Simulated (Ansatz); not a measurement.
# Nuclear-site quantities of Nb as the cell is scaled

```
CELL_PARAMETERS angstrom
0.00000 2.11500 2.11500
2.11500 0.00000 2.11500
2.11500 2.11500 0.00000
ATOMIC_POSITIONS crystal
Nb 0.00000 0.00000 0.00000
```

The cell comes from COD entry 1534903, which wasn't checked; take it as a given geometry.

Method: DFT, PBEsol, all-electron PAW with datasets made for the crystal, scalar-relativistic in Ansatz 0.2.0.

Sampling and basis: a Γ-centred 13×13×13 k mesh, Fermi–Dirac smearing of 0.08 eV, cutoff 240 eV (chosen by the program for this cell), no spin polarisation.

The contact density is the mean electron density over the nuclear volume; its changes follow the s electrons' response to bonding and compression. Changes below are taken from the unscaled cell, where it is 540107 e/Å³ at Nb.

Volumes at which the program chose other datasets or cutoffs are left out.

The datasets are made afresh for each cell, so very small changes are uncertain.

(1) Does compression raise or lower the contact density at Nb?

(2) Tabulate the changes with volume.

Results:

(1) It raises it, by 4.05 e/Å³ over the whole range.

(2) 
```json
{"V/V(cell)": "0.9600", "P (GPa)": "0.0", "Δρ(0) Nb (e/Å³)": "1.67"}
{"V/V(cell)": "0.9800", "P (GPa)": "-3.5", "Δρ(0) Nb (e/Å³)": "0.83"}
{"V/V(cell)": "0.9900", "P (GPa)": "-5.1", "Δρ(0) Nb (e/Å³)": "0.41"}
{"V/V(cell)": "1.0000", "P (GPa)": "-6.6", "Δρ(0) Nb (e/Å³)": "0.00"}
{"V/V(cell)": "1.0100", "P (GPa)": "-8.1", "Δρ(0) Nb (e/Å³)": "-0.41"}
{"V/V(cell)": "1.0200", "P (GPa)": "-9.5", "Δρ(0) Nb (e/Å³)": "-0.81"}
{"V/V(cell)": "1.0400", "P (GPa)": "-12.1", "Δρ(0) Nb (e/Å³)": "-1.60"}
{"V/V(cell)": "1.0500", "P (GPa)": "-13.3", "Δρ(0) Nb (e/Å³)": "-1.99"}
{"V/V(cell)": "1.0600", "P (GPa)": "-14.5", "Δρ(0) Nb (e/Å³)": "-2.38"}
```
